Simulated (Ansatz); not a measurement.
According to the program Ansatz at the r²SCAN level (PAW), Al2Au in the fluorite or antifluorite type structure (Fm-3m) relaxes to a = 6.010 Å. Au has 8 nearest neighbours from 2.60 Å (cubic). Against the elements it lies at -0.49 eV/atom, with no fitted shifts.

Electronic character: metallic (no gap). Gap from r²SCAN with spin–orbit coupling: none (metallic).

An equation-of-state fit gives a bulk modulus of 118 GPa. The relaxed-ion elastic constants in GPa are C11 = 160, C12 = 97.4, C44 = 56.6. The elastic constants imply a Debye temperature near 307 K. The highest mode at Γ lies at 262 cm^-1. Bader charges are Au -3.73, Al +1.86 e.

Symmetry was held in the r²SCAN relaxation; of distortions, only those at the zone centre were tested. As this level gives no gap, shear constants depend on the k-mesh and smearing (Fermi–Dirac, 0.1 eV here). As this level gives no gap, phonon frequencies hold no LO–TO term and depend on the k-mesh and smearing (Fermi–Dirac, 0.1 eV here). The references are the lowest solids computed at this level, not always the standard phases. Spin–orbit coupling is left out wherever it is not named.

Potentials: the later of the program's two PAW sets.
